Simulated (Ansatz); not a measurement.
GaAs:
Space group P6₂22 (No. 180); a = b = 4.025 Å, c = 8.851 Å, α = β = 90.00°, γ = 120.00°

```
atom  site  symmetry       x       y       z
----  ----  --------  ------  ------  ------
Ga      3d       222  0.5000  0.0000  0.5000
As      3c       222  0.5000  0.0000  0.0000
```

Relaxed at zero pressure with DFT-r²SCAN in the program Ansatz with PAW potentials.

Question: The volume is lowered by 3 % and shape and atoms relax at that volume. What pressure results, and how do the axes share the change?

Answer: 2.4 GPa; a -1.1 %, b -1.1 %, c -0.8 %; the energy rises by 5 meV/atom.

Question: Give the new structure.

Answer: 
Space group P6₂22 (No. 180); a = b = 3.9812 Å, c = 8.7766 Å, α = β = 90.00°, γ = 120.00°

| atom | site | symmetry | x | y | z |
|---|---|---|---|---|---|
| Ga | 3d | 222 | 0.5000 | 0.0000 | 0.5000 |
| As | 3c | 222 | 0.5000 | 0.0000 | 0.0000 |

The phase is kept; no other phase was compared at this pressure.

Space group P6_222. The start of the workflow was typed in or built on a structure type; neither database checked (COD, Materials Project) lists it. It is not the phase usual at ambient conditions (space group No. 216). The cell was relaxed with r²SCAN under the symmetry of its start; whether a distortion lowers the energy is not shown.

Potentials: the earlier of the program's two PAW sets.
